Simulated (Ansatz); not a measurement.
Ti₅Si₃:
```yaml
crystal:
  lattice:
    - [7.44610, 0.00000, 0.00000]
    - [-3.72305, 6.44851, 0.00000]
    - [0.00000, 0.00000, 5.10886]
  atoms:
    - { symbol: Ti, position: [0.33333, 0.66667, 0.00000] }
    - { symbol: Ti, position: [0.66667, 0.33333, 0.00000] }
    - { symbol: Ti, position: [0.66667, 0.33333, 0.50000] }
    - { symbol: Ti, position: [0.33333, 0.66667, 0.50000] }
    - { symbol: Ti, position: [0.25053, 0.00000, 0.25000] }
    - { symbol: Ti, position: [0.74947, 0.00000, 0.75000] }
    - { symbol: Ti, position: [0.25053, 0.25053, 0.75000] }
    - { symbol: Ti, position: [0.74947, 0.74947, 0.25000] }
    - { symbol: Ti, position: [0.00000, 0.25053, 0.25000] }
    - { symbol: Ti, position: [0.00000, 0.74947, 0.75000] }
    - { symbol: Si, position: [0.60809, 0.00000, 0.25000] }
    - { symbol: Si, position: [0.39191, 0.00000, 0.75000] }
    - { symbol: Si, position: [0.60809, 0.60809, 0.75000] }
    - { symbol: Si, position: [0.39191, 0.39191, 0.25000] }
    - { symbol: Si, position: [0.00000, 0.60809, 0.25000] }
    - { symbol: Si, position: [0.00000, 0.39191, 0.75000] }
```

Relaxed with r²SCAN.

Question: Which orbitals make up the states near the Fermi level in DFT-r²SCAN in the program Ansatz with PAW potentials?

Answer: Within 0.5 eV of the Fermi level: Ti 3d 90 %. Projections are on Löwdin-orthogonalised atomic valence shells; empty p or d shells of many metals are not among them.

Question: Tabulate the density of states.

Answer: States/eV per cell of 16 atoms, in 0.25 eV bins, energy from the Fermi level.

```
E (eV)  total  Ti 3d  Si 3p  Ti 4s
------  -----  -----  -----  -----
-7.85    6.68   1.49   0.53   0.70
-7.60    4.21   0.89   0.36   0.40
-7.35    2.98   0.69   0.22   0.23
-7.10    1.50   0.33   0.09   0.09
-6.85    0.96   0.22   0.03   0.03
-6.60    0.00   0.00   0.00   0.00
-6.35    0.00   0.00   0.00   0.00
-6.10    0.00   0.00   0.00   0.00
-5.85    0.00   0.00   0.00   0.00
-5.60    0.03   0.00   0.02   0.01
-5.35    1.00   0.14   0.49   0.26
-5.10    5.63   1.01   2.79   1.29
-4.85    7.54   1.58   3.94   1.42
-4.60    7.73   1.88   4.03   1.12
-4.35    8.32   2.39   4.03   1.02
-4.10    2.69   0.79   1.32   0.31
-3.85    3.98   1.17   1.94   0.49
-3.60    7.85   2.49   3.95   0.80
-3.35    6.66   2.22   3.49   0.55
-3.10    8.61   3.15   4.33   0.62
-2.85   10.10   3.87   5.15   0.62
-2.60   16.13   6.45   8.44   0.54
-2.35    9.70   4.23   4.79   0.23
-2.10    7.53   3.30   3.33   0.41
-1.85   13.09   7.11   4.64   0.65
-1.60   19.74  11.22   6.72   0.73
-1.35   11.43   7.39   2.92   0.43
-1.10   15.47  12.33   1.47   0.74
-0.85   15.22  13.13   0.88   0.36
-0.60   12.66  11.52   0.43   0.11
-0.35    9.00   8.06   0.49   0.11
-0.10    8.75   7.84   0.39   0.12
0.15     9.67   8.65   0.37   0.12
0.40    14.97  13.34   0.45   0.22
0.65    17.92  16.28   0.49   0.27
0.90     8.64   7.79   0.36   0.12
1.15    12.09  10.95   0.50   0.12
1.40    13.54  12.49   0.38   0.11
1.65    16.85  15.74   0.31   0.13
1.90    24.28  22.76   0.52   0.13
2.15    13.52  12.73   0.29   0.07
2.40    17.80  16.83   0.56   0.09
2.65    18.33  17.07   0.66   0.11
2.90    17.02  15.83   0.66   0.13
3.15    17.13  15.16   1.18   0.37
3.40    16.61  14.81   1.03   0.26
```

Space group P6_3/mcm. The first step of the workflow began from a Materials Project structure, measured or hypothetical; the Crystallography Open Database files this formula in space group No. 193, but the cells were not matched. Its standing as an ambient phase is unchecked. The cell was relaxed with r²SCAN under the symmetry of its start; whether a distortion lowers the energy is not shown. No spin polarisation was allowed.

Potentials: the later of the program's two PAW sets.
